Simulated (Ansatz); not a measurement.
ZnGeO$_{3}$ in space group R-3 (No. 148; Zn on 6c, Ge on 6c, O on 18f), DFT-PBEsol in the program Ansatz with PAW potentials, all energies at zero smearing, with the estimated change up to a 700 eV cutoff added, with one set of potentials and settings (totals compare only within such a set). Cell of 10 atoms (2 Zn, 2 Ge, 6 O): -18435.032 eV.

```tsv
element	reference phase	E (eV/atom)
Zn	P6_3/mmc, 2 atoms in the cell	-3280.9077
Ge	Fd-3m, 2 atoms in the cell	-4253.4978
O	C2/m, 4 atoms in the cell, spin-polarised	-558.3554
```

Formation energy per atom, worked out: (-18435.032 − 2×(-3280.9077) − 2×(-4253.4978) − 6×(-558.3554))/10 = -1.609 eV/atom (-155 kJ per mol of atoms), at 0 K, without zero-point energy or fitted corrections.

The workflow started from a Materials Project entry (that database holds measured and hypothetical structures alike); the Crystallography Open Database copy checked does not list it. Its standing as an ambient phase is unchecked. The PBEsol relaxation kept the symmetry of its start; its stability against distortions is not shown here. The references are the lowest solids computed at this level, not always the standard phases (solids in place of the gases).

Potentials: the later of the program's two PAW sets.
